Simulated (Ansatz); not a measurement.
**Zn: eigenvalues along the path**

```
Zn
1.0
     2.71809    0.00000    0.00000
    -1.35905    2.35394    0.00000
     0.00000    0.00000    4.94670
Zn
2
Direct
  0.33333 0.66667 0.25000
  0.66667 0.33333 0.75000
```

Atom numbers follow the list: Zn1, Zn2.

The geometry is COD entry 9008522, unchecked; take it as a test cell. The listed cell was then made from it by scaling, straining or moving an atom.

Level of theory: Ansatz 0.2.0, DFT, PBEsol, all-electron LAPW, scalar-relativistic.

Settings: a Γ-centred 16×16×8 k mesh, Fermi–Dirac smearing of 0.03 eV, basis error target 0.25 meV/atom, no spin polarisation.

Path points, in fractions of the reciprocal vectors: Γ (0.000, 0.000, 0.000), M (0.500, 0.000, 0.000), K (0.333, 0.333, 0.000), A (0.000, 0.000, 0.500), L (0.500, 0.000, 0.500), H (0.333, 0.333, 0.500). Levels in eV from the Fermi level; bands 9 to 22, counted from the lowest band of the run. The gap is zero.

```
# k(1/Å) point b9 b10 b11 b12 b13 b14 b15 b16 b17 b18 b19 b20 b21 b22
0.000 Γ -10.16 -8.41 -7.77 -7.58 -7.58 -7.53 -7.53 -7.25 -7.25 -7.03 -7.03 -3.43 -2.90 13.76
0.267 - -9.88 -8.30 -7.75 -7.60 -7.55 -7.52 -7.47 -7.31 -7.27 -7.16 -7.03 -3.00 -2.74 12.78
0.534 - -9.09 -8.09 -7.72 -7.63 -7.54 -7.47 -7.35 -7.33 -7.32 -7.31 -7.02 -2.20 -1.87 8.34
0.801 - -8.28 -8.09 -7.81 -7.60 -7.46 -7.44 -7.40 -7.13 -7.11 -7.03 -6.91 -1.15 -0.25 4.29
1.068 - -8.22 -8.14 -7.98 -7.53 -7.48 -7.45 -7.23 -7.03 -6.95 -6.93 -5.13 0.07 1.17 1.75
1.335 M -8.25 -8.16 -8.03 -7.57 -7.47 -7.43 -7.15 -7.03 -6.88 -6.86 -2.86 -2.31 2.57 3.40
1.489 - -8.22 -8.12 -8.02 -7.57 -7.48 -7.43 -7.18 -7.05 -6.91 -6.89 -2.73 -2.23 2.67 3.51
1.643 - -8.13 -8.02 -8.00 -7.56 -7.51 -7.43 -7.27 -7.08 -6.97 -6.96 -2.35 -1.98 2.99 3.83
1.797 - -7.99 -7.96 -7.88 -7.56 -7.56 -7.42 -7.40 -7.12 -7.06 -7.01 -1.77 -1.57 3.51 3.86
1.951 - -7.93 -7.84 -7.77 -7.59 -7.57 -7.55 -7.40 -7.16 -7.13 -7.06 -1.01 -0.99 1.79 4.21
2.105 K -7.92 -7.74 -7.74 -7.65 -7.59 -7.59 -7.39 -7.17 -7.11 -7.11 -0.24 -0.24 0.01 4.86
2.413 - -7.93 -7.86 -7.80 -7.61 -7.54 -7.49 -7.45 -7.25 -7.14 -6.96 -3.51 1.63 2.26 2.35
2.722 - -7.90 -7.85 -7.84 -7.73 -7.58 -7.57 -7.40 -7.37 -7.08 -7.00 -6.01 -0.40 0.67 4.84
3.030 - -8.75 -7.99 -7.79 -7.63 -7.60 -7.54 -7.45 -7.28 -7.25 -7.14 -7.04 -1.93 -1.42 8.48
3.338 - -9.79 -8.27 -7.74 -7.60 -7.56 -7.49 -7.44 -7.31 -7.31 -7.18 -7.03 -2.87 -2.68 12.71
3.646 Γ -10.16 -8.41 -7.77 -7.58 -7.58 -7.53 -7.53 -7.25 -7.25 -7.03 -7.03 -3.43 -2.90 13.76
3.773 - -10.10 -8.42 -7.77 -7.58 -7.58 -7.53 -7.53 -7.24 -7.24 -7.04 -7.04 -4.41 -1.79 12.62
3.900 - -9.92 -8.43 -7.76 -7.58 -7.58 -7.54 -7.54 -7.22 -7.22 -7.05 -7.05 -5.47 -0.33 10.66
4.027 - -9.63 -8.48 -7.74 -7.58 -7.58 -7.55 -7.55 -7.19 -7.19 -7.06 -7.06 -6.38 1.25 8.63
4.154 - -9.26 -8.61 -7.68 -7.58 -7.58 -7.56 -7.56 -7.15 -7.15 -7.09 -7.09 -7.07 2.95 6.65
4.281 A -8.89 -8.89 -7.57 -7.57 -7.57 -7.57 -7.49 -7.49 -7.12 -7.12 -7.12 -7.12 4.75 4.75
4.548 - -8.66 -8.66 -7.64 -7.64 -7.55 -7.55 -7.52 -7.52 -7.13 -7.13 -6.98 -6.98 5.01 5.01
4.815 - -8.18 -8.18 -7.76 -7.76 -7.55 -7.55 -7.37 -7.37 -7.14 -7.14 -6.58 -6.58 5.78 5.78
5.082 - -8.10 -8.10 -7.85 -7.85 -7.28 -7.28 -7.25 -7.25 -7.08 -7.08 -5.52 -5.52 5.67 5.67
5.349 - -8.19 -8.19 -7.93 -7.93 -7.25 -7.25 -7.10 -7.10 -6.94 -6.94 -3.67 -3.67 2.25 2.25
5.616 L -8.23 -8.23 -7.96 -7.96 -7.26 -7.26 -7.05 -7.05 -6.87 -6.87 -1.85 -1.85 -0.11 -0.11
5.770 - -8.19 -8.19 -7.95 -7.95 -7.29 -7.29 -7.04 -7.04 -6.91 -6.91 -1.72 -1.72 -0.05 -0.05
5.924 - -8.10 -8.10 -7.90 -7.90 -7.36 -7.36 -7.06 -7.06 -7.00 -7.00 -1.32 -1.32 0.15 0.15
6.078 - -7.98 -7.98 -7.83 -7.83 -7.45 -7.45 -7.19 -7.19 -7.02 -7.02 -0.70 -0.70 0.50 0.50
6.232 - -7.88 -7.88 -7.74 -7.74 -7.53 -7.53 -7.32 -7.32 -7.03 -7.03 0.09 0.09 1.02 1.02
6.386 H -7.83 -7.83 -7.71 -7.71 -7.54 -7.54 -7.38 -7.38 -7.03 -7.03 0.79 0.79 1.68 1.68
6.695 - -7.92 -7.92 -7.73 -7.73 -7.52 -7.52 -7.34 -7.34 -6.99 -6.99 -2.03 -2.03 3.50 3.50
7.003 - -7.94 -7.94 -7.74 -7.74 -7.59 -7.59 -7.31 -7.31 -6.99 -6.99 -4.64 -4.64 6.42 6.42
7.311 - -7.99 -7.99 -7.79 -7.79 -7.66 -7.66 -7.29 -7.29 -7.12 -7.12 -6.31 -6.31 6.11 6.11
7.619 - -8.58 -8.58 -7.66 -7.66 -7.56 -7.56 -7.49 -7.49 -7.13 -7.13 -6.94 -6.94 5.10 5.10
7.928 A -8.89 -8.89 -7.57 -7.57 -7.57 -7.57 -7.49 -7.49 -7.12 -7.12 -7.12 -7.12 4.75 4.75
```
